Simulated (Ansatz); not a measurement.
MgInGaO4:
```xyz
7
Lattice="1.6720 0.9653 8.4327 -1.6720 0.9653 8.4327 0.0000 -1.9307 8.4327" Properties=species:S:1:pos:R:3 pbc="T T T"
In     0.0000     0.0000    25.2470
Ga     0.0000     0.0000     5.3727
Mg     0.0000     0.0000    19.8458
O      0.0000     0.0000     3.4175
O      0.0000     0.0000    22.1621
O      0.0000     0.0000     7.3005
O      0.0000     0.0000    17.8474
```

Relaxed with PBEsol. Special points in fractions of this cell's reciprocal vectors: Γ (0.000, 0.000, 0.000); T (0.500, 0.500, 0.500); H2 (0.825, 0.175, 0.500); H0 (0.500, -0.175, 0.175); L (0.500, 0.000, 0.000); S0 (0.338, -0.338, 0.000); S2 (0.662, 0.000, 0.338); F (0.500, 0.000, 0.500).

List the band energies nearest the valence-band maximum at these points for DFT-PBEsol in the program Ansatz with PAW potentials.

In eV from the valence-band maximum; about four levels below and three above (degenerate sets whole), none deeper than 8.9 eV; points with the same levels are listed once.

| k | below | above |
|---|---|---|
| Γ | -0.59 -0.59 -0.20 -0.20 -0.14 | 2.07 4.98 6.04 |
| T | -0.65 -0.65 -0.19 -0.19 | 3.23 3.81 6.28 |
| H2 | -1.14 -0.61 -0.22 -0.10 | 6.91 8.07 8.31 |
| L | -0.75 -0.47 -0.17 -0.08 | 5.73 6.46 7.46 |
| S0 | -1.16 -0.61 -0.22 -0.10 | 6.91 8.08 8.32 |
| F | -0.87 -0.81 -0.46 -0.01 | 5.82 6.29 7.49 |

Space group R3m. The cell is a constructed one: a structure type filled with these elements; neither database checked (COD, Materials Project) lists it. Its standing as an ambient phase is unchecked. Symmetry was held in the PBEsol relaxation; its stability against distortions is not shown here. Spin–orbit coupling is left out wherever it is not named.

Potentials: the earlier of the program's two PAW sets. The files were generated under PBE; for other functionals the program regenerates the frozen cores, and for LDA and PBEsol the local potential too.
